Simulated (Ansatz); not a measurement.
Mo:
```
Mo
1.0
   -1.57522     1.57522     1.57522
    1.57522    -1.57522     1.57522
    1.57522     1.57522    -1.57522
Mo
1
Direct
  0.00000   0.00000   0.00000
```

Relaxed with r²SCAN. Special points in fractions of this cell's reciprocal vectors: Γ (0.000, 0.000, 0.000); H (0.500, -0.500, 0.500); N (0.000, 0.000, 0.500); P (0.250, 0.250, 0.250).

List the band energies nearest the Fermi level at these points for r²SCAN with spin–orbit coupling (plane waves, PAW; program Ansatz).

In eV from the Fermi level; about four levels below and three above (degenerate sets whole), none deeper than 8.9 eV; … stands for higher levels left out; points with the same levels are listed once.

```json
[
 {"k": "Γ", "below": "-1.64 -1.64 -1.64 -1.64 -1.50 -1.50", "above": "…"},
 {"k": "H", "below": "-5.80 -5.80 -5.80 -5.80", "above": "3.89 3.89 3.89 3.89"},
 {"k": "N", "below": "-5.75 -5.75 -3.74 -3.74", "above": "1.39 1.39 1.71 1.71"},
 {"k": "P", "below": "-2.93 -2.93 -2.93 -2.93", "above": "2.54 2.54 2.54 2.54"}
]
```

Space group Im-3m (bcc (W type)). The r²SCAN relaxation kept the symmetry of its start. No spin polarisation was allowed.

Potentials: the later of the program's two PAW sets.
